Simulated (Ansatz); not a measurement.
## Sb2AsSe2 single point

Input file of Ansatz 0.2.0:

```yaml
crystal:
  lattice:
    - [0.0, 4.01373, 0.0]
    - [5.449305, -2.006865, 0.0]
    - [-0.047812, 2.006865, -11.452806]
  atoms:
    - { symbol: Sb, position: [0.9548, 0.7341, 0.8245] }
    - { symbol: Sb, position: [0.0452, 0.2659, 0.1755] }
    - { symbol: Sb, position: [0.8119, 0.2259, 0.6021] }
    - { symbol: Sb, position: [0.1881, 0.7741, 0.3979] }
    - { symbol: As, position: [0.3942, 0.7728, 0.9844] }
    - { symbol: As, position: [0.6058, 0.2272, 0.0156] }
    - { symbol: Se, position: [0.2114, 0.1852, 0.7624] }
    - { symbol: Se, position: [0.7886, 0.8148, 0.2376] }
    - { symbol: Se, position: [0.5937, 0.779, 0.5916] }
    - { symbol: Se, position: [0.4063, 0.221, 0.4084] }
  symmetry: { tolerance: 0.0003 }
kpoints:
  mp_grid: { grid: [5, 5, 5], shift: [0, 0, 0] }
  band_path:
    path:
      - [0.0, 0.0, 0.0]
      - [0.58289913, -0.29144957, 0.29144957]
      - [0.41710087, -0.70855043, 0.70855043]
      - [0.0, -0.5, 0.5]
      - [0.0, 0.0, 0.0]
      - [0.0, -0.5, 0.0]
      - [0.4475367, -0.72376835, 0.22376835]
      - [0.5524633, -0.27623165, -0.22376835]
      - [0.0, 0.0, -0.5]
      - [0.0, 0.0, 0.0]
      - [0.5, -0.5, 0.0]
    npoints: 6
magnetization:
  spin_polarized: false
scf:
  occupations: { method: fermi_dirac }
  lower_state_search: "off"
  max_iter: 200
hamiltonian:
  pseudopotentials: { kind: paw }
  xc: r2scan
basis:
  ecutwfc: 500
  fft_grid_basis: typed
output:
  forces: true
  stress: true
  eigenvalues: true
  populations: true
  elf: true
  write_potential: true
  volumetric_format: npy
  dos:
    e_range: [-12, 8]
    de: 0.05
    projected: { site_lists: { As: [As], Sb: [Sb], Se: [Se] } }
checkpoint:
  read: saved_state
```

The run starts from an earlier solution of this cell. 

Excerpt of what it printed:

```
Pseudopotentials: kind: paw
Pseudopotential: Sb, paw, valence charge 15, recommended cutoff 500 eV (meta_gga), Sb.paw.azcp
Pseudopotential: As, paw, valence charge 15, recommended cutoff 500 eV (meta_gga), As.paw.azcp
Pseudopotential: Se, paw, valence charge 16, recommended cutoff 500 eV (meta_gga), Se.paw.azcp
Functional definition: r2SCAN
  exchange = r2scan_x(k0 = k0, k1 = k1, a1 = a1)
  correlation = r2scan_c
Crystal: 10 atoms, lattice volume = 250.496 Å³
Basis set: ecut = 500 eV, 6365 PW (Γ), exchange–correlation on 120×180×360 points (64 copies of the dense FFT grid, shifted against one another)
Bands: 93, of which v1, the nominal top of the filled ones, is band 77 counted from 1 (76 counted from 0)
Symmetry: 4 space group operations
Space group: C2/m (ITA 12), of the structure as read, at distance tolerance 1.9e-3 Å
k-points: 39 of 125
Initial density: read from a saved state, or passed on in memory by an earlier SCF of this step, an earlier step, the calling program or the single point that the run made first
Functional: x = r2scan, c = r2scan; τ floored in thin density (d = 2e-4 eV/Å³)
SCF iter   1: F=-57639.4202 eV  Δρ=6.46e-4  dr2=1.41e-3  dr2_τ=1.03e-4
SCF iter   2: F=-57639.4208 eV  Δρ=3.41e-4  dr2=2.92e-4  dr2_τ=1.08e-5
SCF iter   3: F=-57639.4209 eV  Δρ=9.31e-5  dr2=3.82e-5  dr2_τ=7.62e-7
SCF iter   4: F=-57639.4208 eV  Δρ=3.78e-5  dr2=8.29e-6  dr2_τ=1.32e-7
SCF iter   5: F=-57639.4208 eV  Δρ=1.09e-5  dr2=3.77e-7  dr2_τ=9.95e-9
SCF iter   6: F=-57639.4208 eV  Δρ=3.83e-6  dr2=4.32e-8  dr2_τ=1.07e-9
Free energy (F): -57639.4208 eV
Harris-Foulkes:  -57639.4208 eV  (|F-HF|=5.85e-9)
Internal energy: -57639.4150 eV  (E = F + TS)
E sigma→0 (E₀):  -57639.4179 eV
Entropy (-TS):   -0.0058 eV (-0.581 meV/atom)
Fermi energy:    10.1368 eV
--- Per-component energies (eV) ---
  E_band       = -2699.6534
  E_kinetic    = 1511.1853
  E_local      = -19271.1967  (includes V_loc(G=0)·N_el)
  E_nonlocal   = -2271.0530
  E_hartree    = 9515.7231
  E_xc         = -1054.2319
  E_vxc        = -1006.5350  (∫ρ·V_xc dr)
  E_paw        = -29798.3246  (= ΣΔE_a)
  E_vpaw       = -750.4400  (= ΣTr[D̂ρ^β])
  E_aug_tail   = -0.0008  (compensation charges beyond the density's cutoff)
  E_vtau       = 56.9370  (kinetic-family band-sum trace: ∫τ·v_τ [+ j·A + Jᵃ·Aᵃ] dr)
  E_ewald      = -16263.5667
  E_core_change = -7.9497  (= ΣΔE_core)
  E_smearing   = -0.0058  (= −TS)
--- Forces (eV/Å), atoms counted from 1 ---
  atom   1  Sb    -0.5232     0.0000    -0.5347
  atom   2  Sb     0.5232     0.0000     0.5347
  atom   3  Sb     1.2125     0.0000     0.4301
  atom   4  Sb    -1.2125     0.0000    -0.4301
  atom   5  As     0.5557     0.0000     0.1912
  atom   6  As    -0.5557     0.0000    -0.1912
  atom   7  Se     0.7503     0.0000    -0.7711
  atom   8  Se    -0.7503     0.0000     0.7711
  atom   9  Se    -1.4278     0.0000     0.5282
  atom  10  Se     1.4278     0.0000    -0.5282
--- Stress (GPa, compression-positive) ---
        8.0550       0.0000      -0.8107
        0.0000       4.0790       0.0000
       -0.8107       0.0000       3.7270
  P = ⅓ Tr σ = 5.2870 GPa (52.870 kbar)
--- Löwdin populations: 10 sites ---
  site symbol       q [e]
     0     Sb     14.5571
     1     Sb     14.5571
     2     Sb     14.3447
     3     Sb     14.3447
     4     As     15.1595
     5     As     15.1595
     6     Se     16.2880
     7     Se     16.2880
     8     Se     16.4102
     9     Se     16.4102
  spilling = 0.0031 (of n_electrons = 154.0000)
```

Absolute energies hang on the potentials; compare differences alone.

Origin: a known structure type with other elements, at an estimated volume, so it need not be a known compound. Caveats: atoms or cell far from equilibrium.
